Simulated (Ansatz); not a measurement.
An ordered 6-atom cell of Al2GaP3 on the zincblende lattice (P3m1), relaxed with r2SCAN. Space group P3m1 (No. 156), trigonal; conventional cell a = 3.868 Å, c = 9.474 Å, 20.46 Å³ an atom. Al has 4 P at 2.37 Å; Ga has 4 P at 2.37 Å; P has 4 Al at 2.37 Å; P has 1 Ga at 2.37 Å and 3 Al at 2.37 Å; P has 1 Al at 2.37 Å and 3 Ga at 2.37 Å.

```
CELL_PARAMETERS angstrom
3.86831 0.00000 0.00000
-1.93415 3.35005 0.00000
0.00000 0.00000 9.47384
ATOMIC_POSITIONS crystal
Al 0.00000 0.00000 0.00019
Al 0.66667 0.33333 0.66612
Ga 0.33333 0.66667 0.33351
P 0.66667 0.33333 0.91675
P 0.33333 0.66667 0.58324
P 0.00000 0.00000 0.25018
```

The questions ask for values computed with the plane-wave code Ansatz on this geometry. Note: simulated data, non-magnetic, for a generated structure that need not be the stable one.

Given (12×12×4 mesh): PBE gives an indirect gap of 1.57 eV, from Γ to M; the least direct gap is 2.09 eV at Γ.

(1) What does PBE+SOC give for the gap (12×12×4 mesh)?

(2) What does r2SCAN give for the gap (12×12×4 mesh)?

(3) How does the gap change from PBE to HSE06 (6×6×2)?

(4) What does PBE0 give for the gap (6×6×2 mesh)?

Results:

(1) The PBE+SOC gap is indirect, 1.55 eV (Γ to M), below the direct gap of 2.06 eV at Γ. The gap differs by -0.02 eV from PBE's.

(2) With r2SCAN the valence top lies at Γ and the conduction bottom at M, 1.88 eV higher; the smallest vertical gap, at Γ, is 2.53 eV. The gap differs by +0.31 eV from PBE's.

(3) The HSE06 gap is indirect, 2.24 eV (Γ to M), below the direct gap of 2.99 eV at Γ. The gap differs by +0.67 eV from PBE's.

(4) PBE0 gives an indirect gap of 2.91 eV, from Γ to M; the least direct gap is 3.65 eV at Γ. The gap differs by +1.34 eV from PBE's.

Only the levels marked +SOC include spin-orbit coupling.

The meshes of the hybrids are coarse, so their gaps aren't converged to the digits shown.
